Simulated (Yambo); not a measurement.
One stored BSE kernel of dimension 648 for GaP (zinc blende, space group F-43m, No. 216) (Yambo, PBEsol bands; 6×6×6 mesh, 3 valence and 1 conduction bands, static screening with 23 bands and a 4 Ry block, scissor 0.63 eV, Tamm-Dancoff; broadening 0.15 eV; field along x), solved in several ways.

```
solver                      iterations  largest change of Im ε (% of its maximum)              rough time
--------------------------  ----------  -----------------------------------------  ----------------------
Haydock, threshold 2 %               7                                         65  within a factor of two
Haydock, threshold 0.5 %             9                                         33  within a factor of two
Haydock, threshold 0.1 %            20                                        6.9  within a factor of two
Haydock, threshold 0.005 %          38                                        0.1                       1
SLEPc, lowest 10 states              –                           no full spectrum  within a factor of two
SLEPc, lowest 60 states              –                           no full spectrum  within a factor of two
full diagonalisation                 –                                  reference  within a factor of two
```

Haydock gives the spectrum without eigenstates, SLEPc the lowest states alone, full diagonalisation everything at a cost that grows as the cube of the dimension. Times include reading the kernel. Times are rough ratios from shared machines. Mesh and scissor weren't tested; the rows compare only with each other.

Spin-orbit coupling is not included.

Geometry relaxed with PBEsol; primitive cell a = 3.8466 Å, b = 3.8466 Å, c = 3.8466 Å, α = 60.00°, β = 60.00°, γ = 60.00°.
